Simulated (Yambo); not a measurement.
G0W0@PBEsol for WO3 (space group Cmcm, No. 63) in Yambo. Reference settings: 4×4×2 Γ-centred k mesh, bands 3 to 178 and a 7 Ry block in the screening, 178 bands in G with the Bruneval-Gonze terminator, plasmon pole fitted at 27.2 eV. The PBEsol gap (-0.5, -0.5, 0) → Γ on this mesh is 0.69 eV; G0W0 gaps are taken between the same points.

The settings were changed. The gap went from 1.61 eV to 1.79 eV, and the shift of the valence edge from -0.07 eV to 0.08 eV.

### Question
What was changed between the two runs?
A. 75 bands in W, 75 bands in G
B. no terminator
C. 2×2×1 mesh
D. pole fitted at 40 eV

### Answer
A, 75 bands in W, 75 bands in G. The others gave (gap, valence shift): pole fitted at 40 eV: 1.60, -0.10 eV; no terminator: 1.63, 0.14 eV; 2×2×1 mesh: 1.53, 0.07 eV.

Spin-orbit coupling is not included.

Geometry of the Materials Project entry, not relaxed at this level; primitive cell a = 3.875 Å, b = 3.875 Å, c = 7.698 Å, α = 90.00°, β = 90.00°, γ = 90.03°.

The structure is a Materials Project entry; no match was found in the copy of COD used, and its stability was not checked.

A shift is the quasiparticle energy of the state minus its PBEsol energy.
